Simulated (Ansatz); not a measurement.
GaP:
```
CELL_PARAMETERS angstrom
      3.21723     0.00000     0.00000
      0.00000     3.21723     0.00000
      0.00000     0.00000     3.21723
ATOMIC_POSITIONS crystal
  Ga 0.00000 0.00000 0.00000
  P  0.50000 0.50000 0.50000
```

Relaxed with PBE. Special points in fractions of this cell's reciprocal vectors: Γ (0.000, 0.000, 0.000); X (0.000, 0.500, 0.000); M (0.500, 0.500, 0.000); R (0.500, 0.500, 0.500).

Problem. List the band energies nearest the Fermi level at these points for DFT-PBE with spin–orbit coupling in the program Ansatz with PAW potentials.

Solution. In eV from the Fermi level; about four levels below and three above (degenerate sets whole), none deeper than 8.9 eV; … stands for higher levels left out; points with the same levels are listed once.

| k | below | above |
|---|---|---|
| Γ | -0.80 -0.80 -0.80 -0.80 | 4.36 4.36 4.36 4.36 |
| X | -8.70 -8.70 | 1.09 1.09 1.15 1.15 |
| M | -5.61 -5.61 -4.74 -4.74 | 1.95 1.95 7.46 7.46 |
| R | -0.69 -0.69 -0.69 -0.69 | … |

Space group Pm-3m (CsCl type). A made-up cell: these elements were put on the sites of a structure type; neither database checked (COD, Materials Project) lists it. It is not the phase usual at ambient conditions (space group No. 216). The PBE relaxation kept the symmetry of its start; its stability against distortions is not shown here.

Potentials: the earlier of the program's two PAW sets.
